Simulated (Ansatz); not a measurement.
Input and command of a calculation in Ansatz (plane waves; scalar-relativistic PAW potentials unless the input names others):

```yaml
crystal:
  lattice:
    - [0.0, 2.7403123994, 3.0143436393]
    - [2.7403123994, 0.0, 3.0143436393]
    - [2.7403123994, 2.7403123994, 0.0]
  atoms:
    - { symbol: Ge, position: [0.5, 0.5, 0.5] }
    - { symbol: Ge, position: [0.75, 0.75, 0.75] }
basis:
  ecutwfc: 420
kpoints:
  mp_grid: { grid: [16, 16, 16], kspacing: 0.3 }
hamiltonian:
  xc: pbesol
scf:
  occupations: { method: gaussian, width: 0.15 }
  max_iter: 80
output:
  forces: true
  eigenvalues: true
  stress: true
```

```bash
ansatz run input.yaml --threads 1 --pin off --max-ram 2560MiB --backend cpu --events-out ev --progress --plain --runs-dir out
```

Q: What will the program do with this input?

A: The program refuses it, because of a mesh typed together with a spacing (kpoints.mp_grid.kspacing: not typed → 0.3). Without that key it is accepted.

Abridged log:
```
Error: invalid value for `kpoints.mp_grid.kspacing`: mutually exclusive with `grid` — set one or the other
```